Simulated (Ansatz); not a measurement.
**One compound in many structure types**

Candidates compared on computed values. Relaxing one composition in several structure types shows which are competitive, which pressure would favour, and how volume and gap change with structure.

The yardstick is TaSi, WC type, P-6m2. The reference is the lowest phase computed, which need not be the stable form in nature.

Methods, by column (Ansatz, a plane-wave PAW program): energy: PBE, total energy at 0 K with the change to a 700 eV cutoff added (comparable within one formula alone); volume per atom: PBE, relaxed cell; gap: PBE; bulk modulus: PBE, equation-of-state fit.

Model: ΔE = E − E_ref; ΔV = V − V_ref; temperature scale ΔE/k_B = 11.605 K/meV × ΔE.

```tsv
crystal	E (eV/atom)	V (Å³/atom)	gap (eV)	B₀ (GPa)	ΔE (meV/atom)	ΔV (Å³/atom)	ΔE/k_B (K)
TaSi, rock salt	−5284.082	17.07	0.00	162	226.0	0.98	2600
TaSi, CsCl type	−5284.110	15.66	0.00	182	198.0	−0.43	2300
TaSi, CoSn type, P6/mmm	−5284.067	19.17	0.00	151	241.0	3.08	2800
TaSi, NbAs type, I4₁md	−5284.179	17.11	0.00	166	129.0	1.02	1500
TaSi, WC type, P-6m2, reference	−5284.308	16.09	0.00	176	0.0	0.00	0
```

Started from generated or typed cells, with no claim that the phase is known: TaSi, rock salt; TaSi, CsCl type; TaSi, CoSn type, P6/mmm; TaSi, NbAs type, I4₁md; TaSi, WC type, P-6m2. No gap (0.00) means none at this level, which can close a small real gap. Spin–orbit coupling is left out unless named.

The steps for TaSi, CoSn type, P6/mmm:

ΔE = 1000 × (−5284.067 − (−5284.308)) = 241.0 meV/atom; ΔV = 19.17 − 16.09 = 3.08 Å³/atom; ΔE/k_B: 11.605 × 241.0 = 2800 K.

In order of ΔE, lowest first: TaSi, WC type, P-6m2 (0.0 ± 5.0), TaSi, NbAs type, I4₁md (129.0 ± 5.0), TaSi, CsCl type (198.0 ± 5.0), TaSi, rock salt (226.0 ± 5.0), TaSi, CoSn type, P6/mmm (241.0 ± 5.0). The ± follows from allowances picked for this note (energy 0.004 eV/atom, 3 meV/atom on the figure itself), carried to first order and added in quadrature, each row's own inputs moving alone; ≈ joins neighbours closer than their two ± added in quadrature.

Denser than the reference, so favoured by pressure; with fixed volumes the enthalpies cross at P ≈ 0.1602 ΔE/|ΔV|: TaSi, CsCl type 0.1602 × 198.0/0.43 = 74 GPa. Each is against the reference alone, so another phase may come first, and differences in compressibility move them.

Vibrational free energy is left out, and phases that were not computed could lie lower. Rows are a sample of the computed phases of this formula. Limits of the draw: a spread of over 30 meV/atom, none over 0.9 eV/atom above the reference, within 8 meV/atom of the lowest or within 3 meV/atom of a neighbour. As a rule kept out of such tables: 4f compounds, open-shell compounds run without a Hubbard term, cells found unstable in the tests at hand, cells close to a higher symmetry, and runs set to a pressure or over 12 % in volume from the crystal's fullest run.
